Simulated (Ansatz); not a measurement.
ZnO (wurtzite, P6_3mc), LDA (plane waves, PAW; program Ansatz). The conduction-band minimum lies at Γ, with 1 equivalent valley. Second derivatives d²E/dk² of the lowest band at one valley (eV·Å²), along Cartesian directions:

```csv
direction,d²E/dk²
[100],51.54
[010],51.54
[001],50.78
[110],51.54
[101],51.17
[011],51.17
```

**Question.** Find the principal effective masses, the density-of-states mass and the conductivity mass.

**Answer.** Off-diagonal terms follow from H_xy = H[110] − (H_xx + H_yy)/2, and m*/mₑ = 7.620 eV·Å² over each eigenvalue: 0.15, 0.15, 0.15. One valley's DOS mass (m₁m₂m₃)^(1/3) = 0.15, conductivity mass 3/(Σ 1/mᵢ) = 0.15 mₑ.

**Question.** What effective density of states Nc follows at 300 K for parabolic valleys?

**Answer.** Nc = 2.509e19 × 1 × (0.15)^(3/2) ≈ 1.5e18 cm⁻³.

**Question.** With the computed static dielectric constant 9.69 (mean of the diagonal), estimate a hydrogenic donor's binding energy and radius.

**Answer.** E = 13.606 eV × 0.15/9.69² ≈ 22 meV; a = 0.529 Å × ε/m* ≈ 34 Å. Semilocal masses tend to be too small where the gap is.

The LDA relaxation kept the symmetry of its start; phonons on a q-mesh show no instability.

Potentials: the earlier of the program's two PAW sets.
